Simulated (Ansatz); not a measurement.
HfS2 (fluorite), relaxed with HSE06 (Ansatz, a quantum-chemistry and plane-wave program, plane waves, PAW): a = 6.2128 Å, b = 6.2128 Å, c = 6.2128 Å, α = 90.00°, β = 90.00°, γ = 90.00°.

- gap (eV) = 0.27
- B₀ by P(V) fit (GPa) = 118

Task: The same phase is relaxed and computed with PBE in the same code. What are the cell and these values now?

Result: a = 6.2352 Å, b = 6.2352 Å, c = 6.2352 Å, α = 90.00°, β = 90.00°, γ = 90.00°.

- gap (eV) = none
- B₀ by P(V) fit (GPa) = 107

Constructed cells (a structure type filled with these elements, in neither database checked): HfS2, fluorite. All cells were relaxed under the symmetry of their starts (and spin orders); stability against distortions was not tested throughout. Rows with no word on spin ran without spin polarisation. Spin–orbit coupling is left out wherever it is not named.

Potentials: the later of the program's two PAW sets.

Ansatz is a plane-wave DFT program.
